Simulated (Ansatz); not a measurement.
HgPt:
```
CELL_PARAMETERS angstrom
      3.00228     0.00000     0.00000
      0.00000     3.00228     0.00000
      0.00000     0.00000     3.90392
ATOMIC_POSITIONS crystal
  Hg 0.00000 0.00000 0.00000
  Pt 0.50000 0.50000 0.50000
```

Relaxed with r²SCAN. Special points in fractions of this cell's reciprocal vectors: Γ (0.000, 0.000, 0.000); X (0.000, 0.500, 0.000); M (0.500, 0.500, 0.000); Z (0.000, 0.000, 0.500); R (0.000, 0.500, 0.500); A (0.500, 0.500, 0.500).

Problem. List the band energies nearest the Fermi level at these points for plane-wave PAW r²SCAN with spin–orbit coupling (Ansatz code).

Solution. In eV from the Fermi level; about four levels below and three above (degenerate sets whole), none deeper than 8.9 eV; points with the same levels are listed once.

```json
[
 {"k": "Γ", "below": "-1.42 -1.42 -0.62 -0.62", "above": "1.31 1.31 6.53 6.53"},
 {"k": "X", "below": "-2.53 -2.53 -1.68 -1.68", "above": "0.81 0.81 8.64 8.64"},
 {"k": "M", "below": "-0.27 -0.27 -0.04 -0.04", "above": "0.00 0.00 3.98 3.98"},
 {"k": "Z", "below": "-1.94 -1.94 -1.06 -1.06", "above": "12.40 12.40 13.44 13.44"},
 {"k": "R", "below": "-1.15 -1.15 -0.87 -0.87", "above": "2.54 2.54 3.12 3.12"},
 {"k": "A", "below": "-1.80 -1.80 -0.11 -0.11", "above": "1.72 1.72 5.09 5.09"}
]
```

Space group P4/mmm (L1₀ or tetragonal B2). The workflow started from an entry of the Crystallography Open Database (COD). Whether it is the stable phase at ambient conditions was not checked. Symmetry was held in the r²SCAN relaxation; its stability against distortions is not shown here. No spin polarisation was allowed.

Potentials: the later of the program's two PAW sets.
